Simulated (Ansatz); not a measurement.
One crystal and one scan (scan of one atom of the cell) at two levels, PBE (plane waves to 420 eV, PAW, scalar-relativistic; Ansatz, a program for electronic structure) and r2SCAN (plane waves to 500 eV, PAW, scalar-relativistic; Ansatz), each from its own relaxed cell and on its own mesh. The cell shown is that of PBE.

Starting cell, MgS (rock salt):

```yaml
crystal:
  lattice:
    - [0.00000, 2.61485, 2.61485]
    - [2.61485, 0.00000, 2.61485]
    - [2.61485, 2.61485, 0.00000]
  atoms:
    - { symbol: S, position: [0.00000, 0.00000, 0.00000] }
    - { symbol: Mg, position: [0.50000, 0.50000, 0.50000] }
```

In each cell atom 2 (Mg, nearest neighbour S at 2.615 Å; its periodic images, 3.7 Å or more away, move with it) moves by s·(1.000, 0.000, 0.000) (along Cartesian x), the rest being held.

E stands for the smeared free energy. MgS was relaxed with its symmetry unable to fall. Both scans cover s from -0.260 to 0.260 Å.

ΔE (meV/cell), each from the undisplaced structure of its own level:

```json
[
 {"s (Å)": "-0.260", "PBE": "105.2", "r2SCAN": "withheld"},
 {"s (Å)": "-0.208", "PBE": "62.9", "r2SCAN": "69.8"},
 {"s (Å)": "-0.156", "PBE": "33.4", "r2SCAN": "37.3"},
 {"s (Å)": "-0.104", "PBE": "14.2", "r2SCAN": "15.9"},
 {"s (Å)": "-0.052", "PBE": "3.5", "r2SCAN": "3.9"},
 {"s (Å)": "0.000", "PBE": "0.0", "r2SCAN": "0.0"},
 {"s (Å)": "0.052", "PBE": "3.5", "r2SCAN": "3.9"},
 {"s (Å)": "0.104", "PBE": "14.2", "r2SCAN": "15.9"},
 {"s (Å)": "0.156", "PBE": "33.4", "r2SCAN": "37.3"},
 {"s (Å)": "0.208", "PBE": "62.9", "r2SCAN": "69.8"},
 {"s (Å)": "0.260", "PBE": "105.2", "r2SCAN": "withheld"}
]
```

Estimate the r2SCAN value at -0.260 from the PBE value there and the ratio of the two levels in the two nearest given rows on that side of the minimum.

At -0.208 and -0.156 the ratio r2SCAN/PBE averages 1.113, which gives 1.113 × 105.2 = 117.1 meV/cell. The calculation gives 116.5 meV/cell, +10.7 % against PBE.

(A displaced cell: forces are minus the slopes of the energy, force constants its curvatures, and phonons follow from these.)
